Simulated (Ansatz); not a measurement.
## W (Im-3m): phonons

Method: PBEsol, PAW on Ansatz 0.2.0's default frozen-core files (fitted under PBE), scalar-relativistic.

The cell comes from a PAW relaxation under the same functional.

Command line:

```sh
ansatz run input.yaml --threads 2 --pin off --max-ram 5120MiB --backend cpu --events-out ev --progress --plain --runs-dir out
```

Input file:

```yaml
crystal:
  lattice:
    - [-1.57707603389, 1.57707603389, 1.57707603389]
    - [1.57707603389, -1.57707603389, 1.57707603389]
    - [1.57707603389, 1.57707603389, -1.57707603389]
  atoms:
    - { symbol: W, position: [0.0, 0.0, 0.0] }
kpoints:
  mp_grid: { grid: [20, 20, 20] }
scf:
  occupations: { method: fermi_dirac, width: 0.1 }
hamiltonian:
  xc: pbesol
  pseudopotentials: { kind: paw }
phonons:
  qmesh: [4, 4, 4]
  qpath:
    path:
      - [0.0, 0.0, 0.0]
      - [0.5, -0.5, 0.5]
      - [0.0, 0.0, 0.5]
      - [0.0, 0.0, 0.0]
      - [0.25, 0.25, 0.25]
      - [0.5, -0.5, 0.5]
      - [0.25, 0.25, 0.25]
      - [0.0, 0.0, 0.5]
    npoints: 6
  temperatures: { t_min: 0, t_max: 1000, t_step: 100 }
```

Output (shortened where marked):

```
Warning: RAYON_NUM_THREADS=2 ignored (pool sized by the plan → 2); use --threads N
Engine: ansatz 0.2.0, aarch64-unknown-linux-gnu
Pseudopotentials: kind: paw
Pseudopotential: W, paw, valence charge 14, recommended cutoff 420 eV (normal), W.paw.azcp
Functional definition: PBEsol
  exchange = pbesol_x
  correlation = pbesol_c
Crystal: 4 atoms, lattice volume = 62.759 Å³
Basis set: ecut = 420 eV, 1231 PW (Γ), FFT grids on a1, a2, a1+2a2+a3, exchange–correlation on 40×60×72 points (8 copies of the dense FFT grid, shifted against one another)
Bands: 37, of which v1, the nominal top of the filled ones, is band 28 counted from 1 (27 counted from 0)
Symmetry: 16 space group operations
k-points: 561 of 2000
Non-local potential: W, projectors of the file, l = 0: 3, l = 1: 2, l = 2: 2, l = 3: 1
PAW form: soft (Blöchl's): semilocal exchange-correlation on the pseudo side does not see the compensation charge
PAW frozen core: W, regenerated for the run's functional, and the local potential with it (the file was generated under x = pbe(κ = 0.804, μ = 0.2195149727645171), c = pbe(β = 0.06672455060314922))
PAW one-centre angular grid: W, 590 points (default); XC on 64 Gauss nodes
[... 163 lines left out ...]
  symmetry images taken by strict's conditions (phonons.symmetry_images: auto; settled by no image being taken that strict refuses)
  supercell 5 (4 cells, vectors [0, 1, -1], [-1, 1, 0], [0, 0, 4] in multiples of the cell's): 1 displaced member by 0.0025 Å; free energy -41026.303874 eV; taken off its force constants: by the sum rule 4.6e-5, by the ...
  symmetry images taken by strict's conditions (phonons.symmetry_images: auto; settled by no image being taken that strict refuses)
  q = [0.0000, 0.0000, 0.0000] (star 1, supercell 1; hermiticity 0.00e0, symmetrization 4.80e-17): -0.00 -0.00 -0.00
  q = [0.0000, 0.0000, 0.2500] (star 12, supercell 2; hermiticity 2.16e-52, symmetrization 4.31e-16): 100.57 101.63 164.57
  q = [0.0000, 0.0000, -0.5000] (star 6, supercell 1; hermiticity 2.84e-16, symmetrization 5.88e-7): 137.01 148.24 223.78
  q = [0.0000, 0.2500, 0.2500] (star 24, supercell 1; hermiticity 1.15e-16, symmetrization 4.61e-16): 149.26 168.33 200.10
  q = [0.2500, 0.2500, 0.2500] (star 2, supercell 5; hermiticity 1.06e-16, symmetrization 4.24e-16): 181.43 181.43 181.43
  q = [0.2500, 0.2500, -0.2500] (star 6, supercell 4; hermiticity 9.34e-17, symmetrization 3.73e-16): 135.37 135.37 199.14
  q = [0.2500, -0.5000, -0.5000] (star 12, supercell 3; hermiticity 9.49e-17, symmetrization 9.49e-16): 156.20 178.74 206.77
  q = [-0.5000, -0.5000, -0.5000] (star 1, supercell 4; hermiticity 2.75e-16, symmetrization 3.58e-7): 182.40 182.40 182.40
  joined force constants: q→R imaginary residual 0.00e0
  density of states and harmonic sums: on the 28×28×28 q-mesh, interpolated from the force constants of a 4×4×4 supercell (no non-analytic term)
  largest difference from the sums on the solved wave vectors: F 1.12e-2 eV, S 1.52e-5 and C_V 4.03e-6 eV/K
```

The calculation finished and met its thresholds.

**Harmonic thermodynamics**

Harmonic phonons of a crystal by Kohn-Sham DFT at the given cell, standard atomic masses, acoustic sum rule imposed; negative wavenumbers are unstable modes; sums over wave vectors interpolated from the q mesh.

```
Zero point energy : 29.98 meV/atom
```

```tsv
temperature (K)	phonon heat capacity (k_B/atom)	phonon entropy (k_B/atom)	phonon free energy (meV/atom)
100	1.947	1.177	26.73
200	2.674	2.818	9.06
300	2.849	3.941	-20.33
400	2.913	4.771	-58.03
500	2.944	5.425	-102.1
600	2.961	5.963	-151.2
700	2.971	6.421	-204.6
800	2.978	6.818	-261.7
900	2.983	7.169	-322
1000	2.986	7.483	-385.1
```

Phonons on the q mesh:

One row a degenerate set, branches counted upwards.

* Unstable phonons: no

```tsv
point	q a (r.l.u.)	q b (r.l.u.)	q c (r.l.u.)	branch	phonon wavenumber (cm⁻¹)	degeneracy
0.25/0/0	0.25	0	0	1	100.6	1
0.25/0/0	0.25	0	0	2	101.6	1
0.25/0/0	0.25	0	0	3	164.6	1
N	0.5	0	0	1	137	1
N	0.5	0	0	2	148.2	1
N	0.5	0	0	3	223.8	1
0.25/0.25/0	0.25	0.25	0	1	149.3	1
0.25/0.25/0	0.25	0.25	0	2	168.3	1
0.25/0.25/0	0.25	0.25	0	3	200.1	1
P	0.25	0.25	0.25	1	181.4	3
-0.25/0.25/0.25	-0.25	0.25	0.25	1	135.4	2
-0.25/0.25/0.25	-0.25	0.25	0.25	3	199.1	1
0.5/0.5/0.25	0.5	0.5	0.25	1	156.2	1
0.5/0.5/0.25	0.5	0.5	0.25	2	178.7	1
0.5/0.5/0.25	0.5	0.5	0.25	3	206.8	1
H	0.5	0.5	0.5	1	182.4	3
```

Keep in mind: frozen-core PAW files fitted under PBE, their cores solved anew for the functional of the run; responses of metals move with mesh and smearing; no spin-orbit coupling on heavy atoms.

It took 7 min on 2 threads of Arm Neoverse V1, with other jobs on the host, peak memory 2.1 GiB.
